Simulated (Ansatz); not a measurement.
**Structures of TePb₂: which is lowest?**

Plane-wave DFT in Ansatz with scalar-relativistic PAW potentials, cutoff 420 eV, Γ-centred meshes chosen by cell and gap, Gaussian smearing with energies taken to zero width. Every cell was relaxed (cell and atoms) in a run of its own, within the symmetry of its start. Functional: PBE.

Relaxed structures (starts from databases or built by putting these elements on another compound's sites):
A. Fm-3m, 3 atoms in the computed cell, a = 7.689 Å; sites (symmetry × multiplicity) Te m-3m × 4, Pb -43m × 8; start: built
B. P6/mmm, 3 atoms in the computed cell, a = 5.347 Å, c = 4.030 Å; sites (symmetry × multiplicity) Te 6/mmm × 1, Pb -6m2 × 2; start: built

Rank them by energy. Could pressure change the order?

| structure | group | E − E(lowest) (meV/atom) | V (Å³/atom) | gap on mesh (eV) |
| --- | --- | --- | --- | --- |
| B | P6/mmm | 0.0 | 33.25 | 0.00 |
| A | Fm-3m | 6.7 | 37.88 | 0.00 |

B is lowest, 7 meV/atom under A. The lowest is also the densest of these, so pressure wouldn't bring one of the others in at first order. Other structures may lie lower than all of these, and vibrations aren't counted.

Spin-orbit coupling is left out, which matters for the bands of heavy elements. For Tl, Pb and Bi spin-orbit coupling shifts energies too.